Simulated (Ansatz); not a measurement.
Relaxed-ion elastic tensor of Cr (bcc (W type), space group No. 229) in GPa (Voigt order), PBE+D3(BJ) (plane waves, PAW; program Ansatz); density 7.60 g/cm³, 11.36 Å³ per atom.

```
 458  77.8  77.8   0.0   0.0   0.0
77.8   458  77.8   0.0   0.0   0.0
77.8  77.8   458   0.0   0.0   0.0
 0.0   0.0   0.0   105   0.0   0.0
 0.0   0.0   0.0   0.0   105   0.0
 0.0   0.0   0.0   0.0   0.0   105
```

### Question
Is the crystal mechanically stable?

### Answer
Yes: the smallest eigenvalue of C is 105 GPa.

### Question
Work out the Voigt, Reuss and Hill averages.

### Answer
K_V = 205, K_R = 205, K_H = 205; G_V = 139, G_R = 128, G_H = 134 GPa.

### Question
Give Young's modulus, Poisson's ratio, Pugh's ratio and the universal anisotropy index.

### Answer
E = 9KG/(3K + G) = 330 GPa; ν = 0.23; K/G = 1.53 (brittle by the Pugh limit of 1.75); A_U = 5G_V/G_R + K_V/K_R − 6 = 0.43.

### Question
Estimate the sound speeds and the Debye temperature.

### Answer
v_l = √((K + 4G/3)/ρ) = 7100 m/s, v_t = √(G/ρ) = 4200 m/s, mean 4650 m/s; Θ = (h/k)(3n/4πV)^(1/3) v_m = 616 K.

Space group Im-3m (bcc (W type)). The cell was relaxed with PBE+D3(BJ) under the symmetry of its start, as lowered by the spin order. Magnetic state: antiferromagnetic, chosen from 3 collinear starts compared on coarse meshes (ties went to the first, and starts can fall back to one state), not a proven ground state. Textbook magnetic order: a spin-density-wave antiferromagnet. The pairwise dispersion correction was not fitted to metals. As this level gives no gap, shear constants depend on the k-mesh and smearing (Fermi–Dirac, 0.1 eV here). On the denser mesh and wider smearing of the elastic run this cell carries a stress of 0.7 GPa.

Potentials: the later of the program's two PAW sets.
